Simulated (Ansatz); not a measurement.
# Perturbing LiH4BrO2

Base: a structure deposited in the COD, its atoms then relaxed with PBE in this cell.

```
CELL_PARAMETERS angstrom
5.30010 0.00000 0.00000
2.64598 5.82412 0.00000
0.88667 2.71533 5.73390
ATOMIC_POSITIONS crystal
Li 0.30640 0.38535 0.48033
Li 0.69360 0.61465 0.51967
H 0.03122 0.86180 0.27785
H 0.96878 0.13820 0.72215
H 0.79651 0.34662 0.28165
H 0.20349 0.65338 0.71835
H 0.58486 0.61532 0.13142
H 0.41514 0.38468 0.86858
H 0.92654 0.76563 0.13429
H 0.07346 0.23437 0.86571
Br 0.24927 0.12358 0.22848
Br 0.75073 0.87642 0.77152
O 0.98427 0.72131 0.29385
O 0.01573 0.27869 0.70615
O 0.61682 0.47803 0.29001
O 0.38318 0.52197 0.70999
```

Atom numbers follow the list; atoms alike are taken as one site, whose name carries the number of the first.

All values are calculated (Ansatz; DFT, PBE, plane waves and PAW, scalar-relativistic, 420 eV cutoff, Γ-centred 5×4×4 k-points, Fermi–Dirac smearing 0.02 eV), not measured.

(1) Variant: x stretched by 2 %, ions at fixed fractional positions. What happens to the gradients (10²¹ V/m²)?

Answers

(1) 

| site | atoms | V_zz base | η base | V_zz variant | η variant |
| --- | --- | --- | --- | --- | --- |
| Li | 1, 2 | -0.13 | 0.41 | -0.12 | 0.52 |
| H3 | 3, 4 | 3.46 | 0.13 | 3.28 | 0.13 |
| H5 | 5, 6 | 3.40 | 0.12 | 3.23 | 0.12 |
| H7 | 7, 8 | 3.70 | 0.11 | 3.70 | 0.11 |
| H9 | 9, 10 | 3.45 | 0.13 | 3.39 | 0.13 |
| Br | 11, 12 | 3.62 | 0.89 | 4.05 | 0.74 |
| O13 | 13, 14 | -13.73 | 0.77 | -13.80 | 0.78 |
| O15 | 15, 16 | -13.94 | 0.76 | -13.98 | 0.76 |

The largest change of V_zz is on Br, from 3.62 to 4.05. In per cent, |V_zz| changes by -5 to 0 on H, +12 on Br, 0 on O (all sites that start above 0.5).

With these PAW files V_zz is typically within 2 to 3 % of all-electron values, but misses above 10 % occur on Li. The lattice is static: at room temperature water may turn and average the couplings of its hydrogen.
For the variant: The atoms aren't relaxed in the changed cell (largest force 0.3 eV/Å).
